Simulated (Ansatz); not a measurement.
CeO2 (fluorite, Fm-3m), LDA in the plane-wave PAW code Ansatz. The conduction-band minimum lies at L, with 4 equivalent valleys. Second derivatives d²E/dk² of the lowest band at one valley (eV·Å²), along Cartesian directions:

```
direction  d²E/dk²
---------  -------
[100]        2.558
[010]        2.558
[001]        2.558
[110]        4.369
[101]       0.7479
[011]       0.7479
```

### Question
Find the principal effective masses, the density-of-states mass and the conductivity mass.

### Answer
Off-diagonal terms follow from H_xy = H[110] − (H_xx + H_yy)/2, and m*/mₑ = 7.620 eV·Å² over each eigenvalue: 1.2, 10, 10. One valley's DOS mass (m₁m₂m₃)^(1/3) = 5.0, conductivity mass 3/(Σ 1/mᵢ) = 3.0 mₑ.

### Question
What effective density of states Nc follows at 300 K for parabolic valleys?

### Answer
Nc = 2.509e19 × 4 × (5.0)^(3/2) ≈ 1.1e21 cm⁻³.

### Question
With the computed static dielectric constant 26.9 (mean of the diagonal), estimate a hydrogenic donor's binding energy and radius.

### Answer
E = 13.606 eV × 3.0/26.9² ≈ 56 meV; a = 0.529 Å × ε/m* ≈ 4.7 Å. Semilocal masses tend to be too small when the gap is underestimated.

Symmetry was held in the LDA relaxation. No spin polarisation was allowed. The 4f shell is in the valence. No Hubbard U is applied. Scalar-relativistic: spin–orbit coupling is off unless named, which matters more the heavier the elements.

Potentials: the earlier of the program's two PAW sets. The files were generated under PBE; for other functionals the program regenerates the frozen cores, and for LDA and PBEsol the local potential too.
